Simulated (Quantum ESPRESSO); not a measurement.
# Planted mistakes on one cell of Mg5GaAlS8

Calculated results; nothing here was measured. They come from pw.x of Quantum ESPRESSO 7.5, a plane-wave density functional program, with PseudoDojo standard norm-conserving files (v0.5 for PBE, v0.4.1 for LDA and PBEsol). The cells are made up: elements, strain and atom displacements were drawn at random, and nothing was relaxed. There is no spin polarisation, spin-orbit coupling or dispersion term.

The cell has 16 sites of a zincblende or diamond lattice (two cubes along c). Sites 1 to 8 hold Mg Ga empty Mg Al Mg Mg Mg; sites 9 to 16 hold S S S S S S S S. Cell vectors in Å: (5.616, 0.026, -0.029); (0.026, 5.675, -0.007); (-0.058, -0.015, 11.495). Settings: PBE, cutoff 1143 eV, 4 x 4 x 2 k mesh shifted by half a step, Fermi-Dirac smearing of 0.025 eV.

The intended run has a self-consistency threshold of 1e-07 eV, a smearing term of 0.000 eV, a pressure of -2.87 GPa and 13 iterations. Each further run changes one thing: all lengths scaled by 0.9941; atoms of sites 7 and 10 exchanged; cutoff 775 eV; files of PBEsol; k mesh 1 x 1 x 1; one electron removed; threshold 0.2 eV. A coarse mesh keeps the shift, and a charged cell sits in a uniform background.

| run | change of free energy (eV) | smearing term -TS (eV) | change of P (GPa) | largest change of a force component (eV/Å) | iterations |
| --- | --- | --- | --- | --- | --- |
| A | -3.285 | -0.023 | -3.68 | 0.734 | 15 |
| B | 13.179 | 0.000 | -1.46 | 0.092 | 13 |
| C | 0.016 | 0.000 | 0.20 | 0.233 | 6 |
| D | 6.385 | 0.000 | -21.85 | 0.015 | 13 |
| E | 9.651 | -0.009 | 3.83 | 2.768 | 18 |
| F | 1.588 | 0.000 | 0.96 | 0.184 | 14 |
| G | -0.099 | 0.000 | 0.82 | 0.073 | 13 |

A rerun of the intended cell at 1437 eV and k mesh 6 x 6 x 4 moved values by no more than 0.004 eV in the cell's energy, 0.02 GPa in stress and 0.005 eV/Å in force.

Question: which change belongs to which run?

## Worked reading

Run C has the fewest iterations, as a run stopped early does. Run D has a higher energy and the largest fall in pressure, as too small a basis gives. Run G changes the volume by a factor of 0.9824; minus its pressure change over the logarithm of that factor, 46 GPa, is a rough bulk modulus with clamped atoms. Energies from files of another functional, or of a charged cell, have another zero and say nothing on stability; the pressure of a charged cell rests on the program's zero of potential too.

## Key

```
run,change
A,one electron removed
B,files of PBEsol
C,threshold 0.2 eV
D,cutoff 775 eV
E,atoms of sites 7 and 10 exchanged
F,k mesh 1 x 1 x 1
G,all lengths scaled by 0.9941
```